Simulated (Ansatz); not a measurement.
PdPt₃S₈: relaxed-ion elastic tensor

Theory: Ansatz, DFT PBE, scalar-relativistic, plane waves, PAW. Plane waves to 420 eV; Γ-centred k mesh 6×6×4; fixed occupations. No spin polarisation.

Relaxed structure:
```xyz
12
Lattice="7.1435 0.0000 0.0000 -3.5717 6.1864 0.0000 0.0000 0.0000 6.4605" Properties=species:S:1:pos:R:3 pbc="T T T"
Pd    0.0000    0.0000    0.0000
Pt   -1.7859    3.0932    0.0000
Pt    1.7859    3.0932    0.0000
Pt    3.5717    0.0000    0.0000
S     0.0000    4.1243    5.2296
S     1.7908    1.0339    5.2297
S     3.5717    4.1186    5.2297
S     5.3527    1.0339    5.2297
S    -1.7810    5.1525    1.2308
S     0.0000    2.0678    1.2308
S     1.7810    5.1525    1.2308
S     3.5717    2.0621    1.2309
```

The structure comes from a generated guess, relaxed at this level; another structure or a mixture of phases may lie lower. Spin–orbit coupling is left out, which matters for heavy elements. No dispersion correction is applied, so modes and constants that involve weak contacts between layers, chains or molecules come out too soft.

Question: Give the relaxed-ion elastic constants (GPa, Voigt order xx yy zz yz xz xy, on the Cartesian axes of the cell above).

Answer:
C11 = 126.8, C12 = 34.4, C13 = 1.4, C14 = -0.3, C22 = 126.8, C23 = 1.4, C24 = 0.3, C33 = 1.6, C44 = 0.4, C55 = 0.4, C56 = -0.2, C66 = 46.2 GPa; the others vanish.

Question: Is the crystal stable against homogeneous strain?

Answer: Yes: the least eigenvalue of the tensor is 0.4 GPa.

Question: And the moduli of a polycrystal (Hill averages)?

Answer: B = 19 GPa, G = 12 GPa, E = 30 GPa, ν = 0.23.
